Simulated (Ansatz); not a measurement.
## ZrSnTe: a fit and a missing row

ZrSnTe, P4/nmm, a = 4.042 Å, c = 8.684 Å. The structure is a Materials Project entry; whether it is the stable form wasn't checked. Ansatz: PBEsol, PAW, 420 eV, Γ-centred 10×10×4 mesh on 6 atoms, Gaussian smearing 0.10 eV; no spin polarisation. Shape and atoms are relaxed at each volume; pressure is positive in compression.

```
V (Å³/atom) P (GPa)
     22.226     6.66
     22.936     3.06
     23.645     0.01
     24.354    -2.56
     25.064        ?
```

Task: Take V0 = 23.645 Å³/atom, count pressures from its P0 = 0.01 GPa, fit the third-order Birch–Murnaghan form to the other rows, and predict the missing pressure.

Result: With the Eulerian strain f = ½[(V0/V)^(2/3) − 1] and y = (P − P0)/[3f(1 + 2f)^(5/2)], the form is the line y = B0 + 1.5 B0 (B0′ − 4) f. Rows (f, y): 0.02106, 94.9; 0.01025, 94.3; -0.00975, 92.3. Means f = 0.007187, y = 93.833; Σ(Δf)² = 0.0004887, ΣΔfΔy = 0.04220; the slope is their ratio. y = 93.21 + 86.35 f GPa, so B0 = 93.2 GPa and B0′ = 4 + 2 × (86.35)/(3 × 93.21) = 4.62. At V = 25.064, f = -0.01905, y = 91.57 and P = -4.74 GPa. The run gave -4.74 GPa, the same to the digits shown. The form still works here, 33 % of the fitted range beyond its end.

Cost: 5 runs of about 5 core-minutes in all, on Intel Xeon 6975P-C (Granite Rapids) (shared hosts).